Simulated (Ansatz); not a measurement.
LuSb:
```xyz
2
Lattice="0.0000 2.9643 2.9643 2.9643 0.0000 2.9643 2.9643 2.9643 0.0000" Properties=species:S:1:pos:R:3 pbc="T T T"
Lu     0.0000     0.0000     0.0000
Sb     2.9643     2.9643     2.9643
```

This is the LDA-relaxed structure.

Question: All from LDA (plane waves, PAW; program Ansatz), unless another level is named. Estimate the electronic character.

Answer: metallic (no gap).

Question: And the formation energy from the elements (no fitted shifts)?

Answer: -1.05 eV/atom.

Question: What about the density of states at the Fermi level?

Answer: 0.15 states/eV per atom (mean over ±0.08 eV).

Space group Fm-3m (rock salt). The workflow started from a Materials Project entry (that database holds measured and hypothetical structures alike); the Crystallography Open Database copy checked does not list it. Whether it is the stable phase at ambient conditions was not checked. Symmetry was held in the LDA relaxation; of distortions, only those at the zone centre were tested. The references are the lowest solids computed at this level, not always the standard phases. Spin–orbit coupling is left out wherever it is not named.

Potentials: the later of the program's two PAW sets.
